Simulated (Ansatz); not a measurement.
Zr5Sb3S:
```xyz
18
Lattice="8.4569 0.0000 0.0000 -4.2284 7.3239 0.0000 0.0000 0.0000 6.0978" Properties=species:S:1:pos:R:3 pbc="T T T"
Zr     0.0000     4.8826     3.0489
Zr     4.2284     2.4413     3.0489
Zr     4.2284     2.4413     0.0000
Zr     0.0000     4.8826     0.0000
Zr     6.3418     0.0000     1.5244
Zr     2.1151     0.0000     4.5733
Zr     3.1709     5.4921     4.5733
Zr     1.0576     1.8318     1.5244
Zr    -3.1709     5.4921     1.5244
Zr    -1.0576     1.8318     4.5733
Sb     3.3682     0.0000     1.5244
Sb     5.0887     0.0000     4.5733
Sb     1.6841     2.9169     4.5733
Sb     2.5444     4.4070     1.5244
Sb    -1.6841     2.9169     1.5244
Sb    -2.5444     4.4070     4.5733
S      0.0000     0.0000     3.0489
S      0.0000     0.0000     0.0000
```

Relaxed with r²SCAN. Special points in fractions of this cell's reciprocal vectors: Γ (0.000, 0.000, 0.000); M (0.500, 0.000, 0.000); K (0.333, 0.333, 0.000); A (0.000, 0.000, 0.500); L (0.500, 0.000, 0.500); H (0.333, 0.333, 0.500).

Question: List the band energies nearest the Fermi level at these points for r²SCAN in the plane-wave PAW code Ansatz.

Answer: In eV from the Fermi level; about four levels below and three above (degenerate sets whole), none deeper than 8.9 eV; points with the same levels are listed once.

```tsv
k	below	above
Γ	-1.12 -0.18 -0.18 -0.03	0.22 1.09 1.09
M	-0.73 -0.45 -0.19 -0.14	0.20 0.62 0.87
K	-0.52 -0.52 -0.49 -0.49 -0.41	1.09 1.22 1.22
A	-1.38 -1.38 -1.38 -1.38 -0.40 -0.40	0.07 0.07 0.07 0.07
L	-0.66 -0.66 -0.10 -0.10	0.08 0.08 0.37 0.37
H	-1.28 -1.28 -1.28 -1.28 -0.86 -0.86	0.08 0.08 0.37 0.37 0.37 0.37
```

Space group P6_3/mcm. The workflow started from a Materials Project entry (that database holds measured and hypothetical structures alike); the Crystallography Open Database copy checked does not list it. Its standing as an ambient phase is unchecked. Symmetry was held in the r²SCAN relaxation; whether a distortion lowers the energy is not shown. The run is not spin-polarised. Scalar-relativistic: spin–orbit coupling is off unless named, which matters more the heavier the elements.

Potentials: the earlier of the program's two PAW sets.
